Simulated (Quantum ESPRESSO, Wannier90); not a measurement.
## Wannier functions of BaTiO3 (Amm2)

```
begin unit_cell_cart
ang
    3.9833300000    0.0000000000    0.0000000000
    0.0000000000    2.8625950000    2.8753400000
    0.0000000000   -2.8625950000    2.8753400000
end unit_cell_cart
begin atoms_frac
Ba   0.0000000000  0.0034100000  0.0034100000
Ti   0.5000000000 -0.4815000000 -0.4815000000
O    0.5000000000 -0.0215700000  0.4913500000
O    0.5000000000  0.4913500000 -0.0215700000
O    0.0000000000  0.4882000000  0.4882000000
end atoms_frac
```

Cell from Materials Project (mp-5777), symmetrised, no further relaxation. COD (Crystallography Open Database) has the formula in 5 space groups, this one among them (matched by group alone). Computed values, not measurements, from LDA: Quantum ESPRESSO (norm-conserving PseudoDojo potentials, cutoff 68 Ry, no spin polarisation, no spin-orbit coupling) on a Γ-centred 8×8×8 mesh, then Wannier90. Density: 8×8×8 mesh, cold smearing 0.01 Ry. Spin-orbit coupling is left out although heavy elements are present.

Bands 9-11 form an isolated set from -10.58 to -9.40 eV relative to the valence-band maximum (on the path) and are turned into 3 Wannier functions by minimising the spread from the start: atomic waves Ba 5p.

Centres (Cartesian, Å; one of the equivalent choices) and spreads:

| n | x | y | z | spread (Å²) | nearest atom |
|---|---|---|---|---|---|
| 1 | 0.000 | 0.000 | 0.032 | 1.764 | Ba1 |
| 2 | 0.000 | 0.000 | 0.020 | 1.771 | Ba1 |
| 3 | 0.000 | 0.000 | 0.022 | 1.768 | Ba1 |

Ω_I = 5.30 Å², Ω_total = 5.30 Å²; the interpolated bands follow pw.x to 0.0 meV rms on the path. Only this start was tried; a symmetric start can stop on a saddle, and mixtures of these functions could lower the total by at most Ω_total − Ω_I.
